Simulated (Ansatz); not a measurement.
A distorted cell of CuI (zinc blende):

```xyz
2
Lattice="0.0000 2.9340 2.9340 2.9340 0.0000 2.9340 2.9340 2.9340 0.0000" Properties=species:S:1:pos:R:3 pbc="T T T"
I      4.4010     4.4010     4.4010
Cu     0.0000     0.0000     0.0000
```

The numbers are results of PBE (plane waves to 420 eV, PAW, scalar-relativistic; Ansatz, a quantum-chemistry and plane-wave program), not measurements. k mesh 9×9×9 (Γ-centred), Fermi-Dirac smearing 0.05 eV. E stands for the smeared free energy. Stress and pressure are positive under compression. CuI is run without spin polarisation. CuI was relaxed with its symmetry unable to fall. Spin-orbit coupling is left out, though I is heavy. The PAW data are Ansatz's earlier set.

Q: What is the stress tensor (GPa)?

A: 
```
   5.42     0.00     0.00
   0.00     5.42     0.00
   0.00     0.00     5.42
```
The pressure, a third of the trace, is 5.42 GPa.

Q: It is the relaxed cell scaled evenly to V/V₀ = 0.900, atoms relaxed where free. What is its energy relative to the relaxed cell?

A: 42.6 meV/atom.

(A scan under strain: stresses follow from slopes of the energy per volume, elastic moduli from its curvatures.)
